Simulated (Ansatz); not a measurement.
ZnS:
```
CELL_PARAMETERS angstrom
      1.89189     1.09228     9.29986
     -1.89189     1.09228     9.29986
      0.00000    -2.18457     9.29986
ATOMIC_POSITIONS crystal
  Zn 0.00001 0.00001 0.00001
  Zn 0.77770 0.77770 0.77770
  Zn 0.55543 0.55543 0.55543
  S  0.91674 0.91674 0.91674
  S  0.47217 0.47217 0.47217
  S  0.69460 0.69460 0.69460
```

Relaxed with PBEsol. 

Question: HSE06 on this cell (Ansatz, an electronic-structure program, PAW) gives a gap of 3.51 eV. What does PBEsol give?

Answer: 2.13 eV.

Cost on shared cores: the PBEsol run (SCF on a 9×9×9 mesh, then bands and DOS) roughly 70 core-seconds, the HSE06 run (SCF on 5×5×5, then a few points) roughly 6 core-minutes; the tasks are unlike.

Space group R3m. The workflow started from a Materials Project entry (that database holds measured and hypothetical structures alike); the Crystallography Open Database files this formula in space group No. 160, but the cells were not matched. It is not the phase usual at ambient conditions (space group No. 186, 216). Symmetry was held in the PBEsol relaxation; its stability against distortions is not shown here.

Potentials: the later of the program's two PAW sets.

Ansatz is a plane-wave DFT program.
